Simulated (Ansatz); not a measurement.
Recipe of this trial structure of In2GaP3: random cell by space group and Wyckoff sites (R-3m, No. 166). The dimensions are guesses.

```cif
data_structure
_symmetry_space_group_name_H-M 'P 1'
_symmetry_Int_Tables_number 1
_cell_length_a 5.5348
_cell_length_b 5.5348
_cell_length_c 5.5348
_cell_angle_alpha 70.300
_cell_angle_beta 70.300
_cell_angle_gamma 70.300
_cell_volume 145.43
loop_
_atom_site_label
_atom_site_type_symbol
_atom_site_fract_x
_atom_site_fract_y
_atom_site_fract_z
_atom_site_occupancy
In1 In 0.29998 0.29998 0.29998 1
In2 In 0.70002 0.70002 0.70002 1
Ga1 Ga 0.00000 0.00000 0.00000 1
P1 P 0.50000 0.50000 0.00000 1
P2 P 0.00000 0.50000 0.50000 1
P3 P 0.50000 0.00000 0.50000 1
```

Theory: Ansatz 0.2.0, DFT PBE, scalar-relativistic, plane waves, PAW. Cutoff 420 eV, Gaussian smearing, Γ-centred meshes. Cell and atoms relax first on a coarse mesh and then on a finer one. In between, the cell is made exact in the group found at 0.06 Å. In metals the finer mesh still leaves noise of several meV/atom or more. The steps can't lower the symmetry of their start. No spin polarisation.

A guess keeps its type if space group and coordination stay and the shape of the cell changes little (axis ratios within about 15 %, angles within 6°); the volume may change.

Q: Does this structure survive the relaxation?

A: It doesn't keep its type. The symmetry stays R-3m (No. 166). The volume per atom shrinks by 6.0 %, from 24.2 to 22.8 Å³. The shortest distance goes from 1.89 Å (In–P) to 2.69 Å (Ga–P and P–P). The ratio c/a of the conventional cell changes by a factor of 1.57. Counting neighbours within 15 % of an atom's shortest distance, the start has Ga 6, In 3, P 2 and the end Ga 6, In 7, P 8. In detail, at the end around In lie 3 P at 2.81 Å, 1 Ga at 3.14 Å and 3 In at 3.20 Å; around Ga lie 6 P at 2.69 Å and 2 In at 3.14 Å; P is surrounded by 4 P at 2.69 Å, 2 Ga at 2.69 Å and 2 In at 2.81 Å.

```
CELL_PARAMETERS angstrom
2.68508 1.55023 5.47456
-2.68508 1.55023 5.47456
0.00000 -3.10046 5.47456
ATOMIC_POSITIONS crystal
In 0.19099 0.19099 0.19099
In 0.80901 0.80901 0.80901
Ga 0.00000 0.00000 0.00000
P 0.50000 0.50000 0.00000
P 0.00000 0.50000 0.50000
P 0.50000 0.00000 0.50000
```

The last run used a 12×12×12 mesh for its 6-atom cell and Gaussian smearing of 0.10 eV. A structure relaxed within its symmetry needn't be a true minimum. Another cell of In2GaP3 relaxed alike, in Cmmm, lies 193 meV/atom lower, so this cell isn't the stable form at this level.
